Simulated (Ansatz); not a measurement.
## Computed properties of CuO

CuO:
```xyz
8
Lattice="4.3537 0.0000 0.0000 0.0000 3.8056 0.0000 -0.0088 0.0000 5.1549" Properties=species:S:1:pos:R:3 pbc="T T T"
Cu    -0.0044     1.9028     2.5775
Cu     0.0000     0.0000     0.0000
Cu     2.1768     1.9028     0.0000
Cu     2.1724     0.0000     2.5775
O      3.2631     0.9490     1.2887
O      1.0818     2.8566     3.8662
O      1.0862     2.8518     1.2887
O      3.2586     0.9538     3.8662
```
The run is spin-polarised; directions of the spins, atom by atom: ↓ ↓ ↑ ↑ 0 0 0 0.

Space group Cccm (No. 66); conventional cell a = 3.8056 Å, b = 4.3537 Å, c = 5.1550 Å, α = β = γ = 90.00°.

Method: the program Ansatz at the r²SCAN level (PAW). The cell and atoms are relaxed at this level. Other levels are named where they apply.

Cell and energy:

- Volume per atom: 10.68 Å³
- Density: 6.19 g/cm³
- Formation energy from the elements (no fitted shifts): -0.74 eV/atom

Electronic structure:

- Band gap: 0.13 eV (indirect)
- Valence-band maximum: at Γ
- Conduction-band minimum: off the standard path, at k = (-0.500, 0.000, 0.370) in fractions of the reciprocal vectors
- Smallest direct gap on the standard path: 0.56 eV
- Electron effective mass: 0.88, 1.4, 1.6 mₑ (principal values)
- Hole effective mass: 0.86, 1.5, 2.7 mₑ (principal values)

Magnetism:

- Magnetic order: antiferromagnetic
- Net moment: 0.00 μB per atom

Charges:

- Bader charges = Cu +1.10, O -1.10 e

The start of the workflow was typed in or built on a structure type; the Crystallography Open Database copy checked does not list it. It is not the phase usual at ambient conditions (space group No. 15). The r²SCAN relaxation kept the symmetry of its start, as lowered by the spin order; its stability against distortions is not shown here. Spin order of the final state: antiferromagnetic, the only order run, not a proven ground state. Other orbital occupations within this spin state were not tried. No Hubbard U is applied. Point labels and valley counts follow the cell and symmetry of the run, lower than the named group. The references are the lowest solids computed at this level, not always the standard phases (solids in place of the gases).

Potentials: the earlier of the program's two PAW sets. The files were generated under PBE; for other functionals the program regenerates the frozen cores, and for LDA and PBEsol the local potential too.
